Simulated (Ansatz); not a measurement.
Re in space group P-6m2 (No. 187; Re on 2g, Re on 2h, Re on 1a, Re on 1f) at seven volumes, the program Ansatz at the PBEsol level (PAW), shape and atoms relaxed at each. One row is withheld.

```json
[
 {"V (Å³/atom)": "13.241", "P (GPa)": "?"},
 {"V (Å³/atom)": "13.678", "P (GPa)": "27.67"},
 {"V (Å³/atom)": "14.115", "P (GPa)": "12.72"},
 {"V (Å³/atom)": "14.551", "P (GPa)": "0.00"},
 {"V (Å³/atom)": "14.988", "P (GPa)": "-10.83"},
 {"V (Å³/atom)": "15.424", "P (GPa)": "-20.02"},
 {"V (Å³/atom)": "15.861", "P (GPa)": "-27.81"}
]
```

### Question
Fit the shown pressures and predict the withheld one.

### Answer
Third-order Birch–Murnaghan: P = (3/2)B₀(x^(7/2) − x^(5/2))[1 + (3/4)(B′ − 4)(x − 1)] with x = (V₀/V)^(2/3). Least squares on the six rows gives V₀ = 14.551 Å³/atom, B₀ = 390.3 GPa, B′ = 4.41. At V = 13.241, x = 1.0649 and P = 45.36 GPa. The run itself gave 45.23 GPa.

The start of the workflow was typed in or built on a structure type; neither database checked (COD, Materials Project) lists it. It is not the phase usual at ambient conditions (space group No. 194). The cell was relaxed with PBEsol under the symmetry of its start; its stability against distortions is not shown here. No spin polarisation was allowed. Scalar-relativistic: spin–orbit coupling is off unless named, which matters more the heavier the elements.

Potentials: the later of the program's two PAW sets.
